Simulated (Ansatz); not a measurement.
**Notes on TlS**

```yaml
crystal:
  lattice:
    - [7.00989, 0.00000, 0.00000]
    - [0.00000, 3.79024, 0.00000]
    - [0.00000, 0.00000, 6.74954]
  atoms:
    - { symbol: Tl, position: [0.01000, 0.25000, 0.81000] }
    - { symbol: Tl, position: [0.49000, 0.75000, 0.31000] }
    - { symbol: Tl, position: [0.51000, 0.25000, 0.69000] }
    - { symbol: Tl, position: [0.99000, 0.75000, 0.19000] }
    - { symbol: S, position: [0.22000, 0.25000, 0.42000] }
    - { symbol: S, position: [0.28000, 0.75000, 0.92000] }
    - { symbol: S, position: [0.72000, 0.25000, 0.08000] }
    - { symbol: S, position: [0.78000, 0.75000, 0.58000] }
```

Method: r2SCAN, no spin polarisation; PAW, plane waves to 500 eV, 5×9×5 Γ-centred mesh, fermi-dirac occupations (width 0.1 eV) (Ansatz 0.2.0), atoms fixed.

**Question.** What do density and ELF say about some of the short contacts?

**Answer.** Tl–S at 2.73 Å: least valence density 0.33 e/Å³ and ELF 0.28 there. Tl–Tl at 3.19 Å: least valence density 0.15 e/Å³ and ELF 0.11 there. These are pseudo-fields; inside the PAW spheres they differ from the all-electron ones.

**Question.** Metal or insulator?

**Answer.** It is a metal, with about 2.6 states/eV a cell as the mean within 0.25 eV of the Fermi level, mostly S p (54 %) and Tl s (32 %).

**Question.** What does the stress say?

**Answer.** The pressure is 6.7 GPa (compression positive), so with the atoms held at these fractions the cell would first expand; the forces are large, so a full relaxation may end otherwise. The principal stresses 5.2, 7.4, 7.6 GPa differ, so its shape would change too.

**Question.** Which element gives electrons and which takes them?

**Answer.** Bader charges in e: Tl +0.73, S -0.73. In the mean Tl gives up most and S takes most.

**Question.** Is it stable against the elements?

**Answer.** -0.08 eV an atom against the elements' usual phases (free molecules for gases, crystals otherwise, with no correction for O₂ or N₂), so it is bound against them; other compounds may still compete. Relaxing would lower it.

**Question.** Which atom feels the largest force, and which way?

**Answer.** The largest is on Tl3 (and as large on other atoms): 1.46 eV/Å, components (0.14, 0.00, 1.46). It makes 137° with the line to a nearest neighbour, S5 at 2.73 Å, pointing away from it.

Origin: a known structure type with other elements, at an estimated volume, so it need not be a known compound. Caveats: many states at the Fermi level without spin polarisation, so a magnetic state may lie lower.
